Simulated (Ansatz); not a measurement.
Given:

LuSi2 in space group P6/mmm (No. 191; Lu on 1a, Si on 2d), a = b = 4.0478 Å, c = 3.7878 Å, α = β = 90.00°, γ = 120.00°.

This is the r²SCAN-relaxed structure.

Question: All from the program Ansatz at the r²SCAN level (PAW), unless another level is named. Predict the electronic character.

Answer: metallic (no gap).

Question: Next, the density of states at the Fermi level?

Answer: 0.63 states/eV per atom (mean over ±0.08 eV).

Question: Give the formation energy from the elements (no fitted shifts).

Answer: -0.44 eV/atom.

Question: Predict the gap with spin–orbit coupling.

Answer: none (metallic).

The workflow started from an entry of the Crystallography Open Database (COD). Its standing as an ambient phase is unchecked. The cell was relaxed with r²SCAN under the symmetry of its start; its stability against distortions is not shown here. The references are the lowest solids computed at this level, not always the standard phases. Spin–orbit coupling is left out wherever it is not named.

Potentials: the later of the program's two PAW sets.
